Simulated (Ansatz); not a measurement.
Tl2GeSe3:
```
Tl2GeSe3
1.0
    6.83541     0.00000     0.00000
   -0.38626     8.76705     0.00000
    0.00000     0.00000    35.00000
Tl Ge Se
4 2 6
Direct
  0.73798   0.53687   0.54064
  0.26202   0.46313   0.45936
  0.42273   0.04929   0.56232
  0.57727   0.95071   0.43768
  0.06462   0.83158   0.48950
  0.93538   0.16842   0.51050
  0.13377   0.35310   0.53933
  0.86623   0.64690   0.46067
  0.38133   0.76143   0.50296
  0.61867   0.23857   0.49704
  0.07262   0.06462   0.45269
  0.92738   0.93538   0.54731
```
The layer is periodic in x and y and isolated along z.

In-plane strain on the r²SCAN+D4-relaxed layer, atoms relaxed; DFT-r²SCAN+D4 in the program Ansatz with PAW potentials. Band edges on the k-mesh, from the upper vacuum level. Strained cells keep their symmetry and size, so buckling under compression is not allowed; words on stability below refer to the unstrained layer.

| strain x / y (%) | ΔE (meV/atom) | tension xx (N/m) | tension yy (N/m) | thickness (Å) | VBM (eV) | CBM (eV) |
|---|---|---|---|---|---|---|
| -2 / -2 | 2.5 | -0.49 | -0.36 | 4.54 | -4.99 | -3.12 |
| -1 / 0 | 0.3 | -0.20 | -0.04 | 4.41 | -5.07 | -3.12 |
| 0 / 0 | 0.0 | 0.00 | 0.00 | 4.36 | -5.11 | -3.12 |
| 0 / 1 | … | … | … | … | … | … |
| 1 / 0 | … | … | … | … | … | … |
| 2 / 2 | 2.1 | 0.36 | 0.28 | 4.19 | -5.19 | -3.12 |

Q: Some entries are withheld; supply them.

A: 
- 0 / 1, ΔE (meV/atom): 0.2
- 0 / 1, tension xx (N/m): 0.03
- 0 / 1, tension yy (N/m): 0.12
- 0 / 1, thickness (Å): 4.32
- 0 / 1, VBM (eV): -5.12
- 0 / 1, CBM (eV): -3.12
- 1 / 0, ΔE (meV/atom): 0.3
- 1 / 0, tension xx (N/m): 0.17
- 1 / 0, tension yy (N/m): 0.03
- 1 / 0, thickness (Å): 4.32
- 1 / 0, VBM (eV): -5.13
- 1 / 0, CBM (eV): -3.12

Space group P-1. The layer was cut from a bulk entry of the Materials Project (measured or hypothetical); whether that bulk phase is the ambient one, and whether the layer has been isolated, was not checked. The cell was relaxed with r²SCAN+D4 under the symmetry of its start; its stability against distortions is not shown here. Spin–orbit coupling is left out wherever it is not named.

Potentials: the later of the program's two PAW sets.

Edges and masses are those of Kohn–Sham bands, whose gap is no quasiparticle gap.
